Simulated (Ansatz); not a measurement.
Input:

MoPt3:
```
CELL_PARAMETERS angstrom
      2.76827     0.00000     0.00000
      0.00000     4.53204     0.00000
      0.00000     0.00000     4.85826
ATOMIC_POSITIONS crystal
  Mo 0.00000 0.00000 0.15712
  Pt 0.50000 0.50000 0.33942
  Pt 0.50000 0.00000 0.65570
  Pt 0.00000 0.50000 0.84776
```

This is the r²SCAN-relaxed structure.

**Question.** All from plane-wave PAW r²SCAN (Ansatz code), unless another level is named. Estimate the formation energy from the elements (no fitted shifts).

**Answer.** -0.18 eV/atom.

**Question.** What about the density of states at the Fermi level?

**Answer.** 0.96 states/eV per atom (mean over ±0.08 eV).

Space group Pmm2. The first step of the workflow began from a Materials Project structure, measured or hypothetical; the Crystallography Open Database copy checked does not list it. With Mo and Pt taken as one species the cell has the higher symmetry P6_3/mmc, so it may be an ordered model of a mixed-site phase. Whether it is the stable phase at ambient conditions was not checked. The cell was relaxed with r²SCAN under the symmetry of its start; whether a distortion lowers the energy is not shown. No spin polarisation was allowed. The references are the lowest solids computed at this level, not always the standard phases. Spin–orbit coupling is left out wherever it is not named.

Potentials: the later of the program's two PAW sets.
